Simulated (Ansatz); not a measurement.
GaIr3C:
```cif
data_CGaIr3
_chemical_formula_sum 'Ga1 Ir3 C1'
_space_group_name_H-M_alt 'P 1'
_space_group_IT_number 1
_cell_length_a 4.08917
_cell_length_b 4.08917
_cell_length_c 4.08917
_cell_angle_alpha 90.000
_cell_angle_beta 90.000
_cell_angle_gamma 90.000
loop_
_space_group_symop_operation_xyz
  'x, y, z'
loop_
_atom_site_label
_atom_site_type_symbol
_atom_site_fract_x
_atom_site_fract_y
_atom_site_fract_z
_atom_site_occupancy
Ga1 Ga 0.00000 0.00000 0.00000 1
Ir1 Ir 0.00000 0.50000 0.50000 1
Ir2 Ir 0.50000 0.00000 0.50000 1
Ir3 Ir 0.50000 0.50000 0.00000 1
C1 C 0.50000 0.50000 0.50000 1
```

Relaxed with PBE.

Question: Which orbitals make up the states near the Fermi level in PBE (plane waves, PAW; program Ansatz)?

Answer: Within 0.5 eV of the Fermi level: Ir 5d 75 %, C 2p 8 %, Ga 4s 7 %. Projections are on Löwdin-orthogonalised atomic valence shells; empty p or d shells of many metals are not among them.

Question: Tabulate the density of states.

Answer: States/eV per cell of 5 atoms, in 0.25 eV bins, energy from the Fermi level.

```tsv
E (eV)	total	Ir 5d	Ga 4p	C 2p
-7.85	4.08	1.66	0.09	0.80
-7.60	1.81	0.80	0.04	0.66
-7.35	1.81	0.84	0.04	0.71
-7.10	2.20	1.10	0.06	0.85
-6.85	2.04	1.07	0.07	0.73
-6.60	1.68	0.96	0.04	0.58
-6.35	2.10	1.25	0.13	0.58
-6.10	1.70	1.10	0.22	0.21
-5.85	1.72	1.03	0.38	0.08
-5.60	3.42	2.20	0.68	0.15
-5.35	4.30	2.95	0.80	0.16
-5.10	6.86	4.98	1.15	0.30
-4.85	6.38	4.56	0.99	0.55
-4.60	4.03	2.90	0.51	0.42
-4.35	3.13	2.60	0.33	0.06
-4.10	3.51	3.05	0.28	0.04
-3.85	4.89	4.46	0.26	0.02
-3.60	1.77	1.62	0.07	0.03
-3.35	4.74	4.27	0.18	0.10
-3.10	6.22	5.39	0.33	0.18
-2.85	5.16	4.12	0.43	0.25
-2.60	4.38	3.82	0.14	0.11
-2.35	4.30	3.86	0.13	0.06
-2.10	3.41	3.22	0.06	0.03
-1.85	5.76	5.43	0.05	0.09
-1.60	5.32	5.06	0.03	0.06
-1.35	5.29	4.93	0.08	0.04
-1.10	2.02	1.80	0.04	0.02
-0.85	1.38	1.31	0.01	0.02
-0.60	1.87	1.78	0.02	0.04
-0.35	2.21	2.10	0.02	0.05
-0.10	2.57	2.13	0.06	0.13
0.15	5.54	3.64	0.33	0.67
0.40	3.45	2.36	0.29	0.33
0.65	6.24	4.04	0.64	0.48
0.90	3.02	1.50	0.14	0.43
1.15	2.56	1.30	0.17	0.69
1.40	2.65	1.25	0.28	0.57
1.65	0.83	0.34	0.19	0.14
1.90	0.79	0.25	0.24	0.09
2.15	1.18	0.38	0.40	0.13
2.40	1.20	0.34	0.49	0.12
2.65	1.61	0.42	0.73	0.16
2.90	1.73	0.43	0.82	0.16
3.15	1.82	0.42	0.72	0.15
3.40	2.31	0.50	0.81	0.19
3.65	1.84	0.40	0.70	0.17
3.90	2.56	0.51	0.78	0.21
4.15	2.48	0.54	0.60	0.19
4.40	1.60	0.39	0.43	0.11
4.65	1.68	0.37	0.44	0.19
```

Space group Pm-3m (anti-perovskite). The start of the workflow was typed in or built on a structure type; neither database checked (COD, Materials Project) lists it. Whether it is the stable phase at ambient conditions was not checked. Symmetry was held in the PBE relaxation; its stability against distortions is not shown here. The run is not spin-polarised. Its formation energy is positive at this level, so the cell may be metastable or incomplete. Scalar-relativistic: spin–orbit coupling is off unless named, which matters more the heavier the elements.

Potentials: the earlier of the program's two PAW sets.
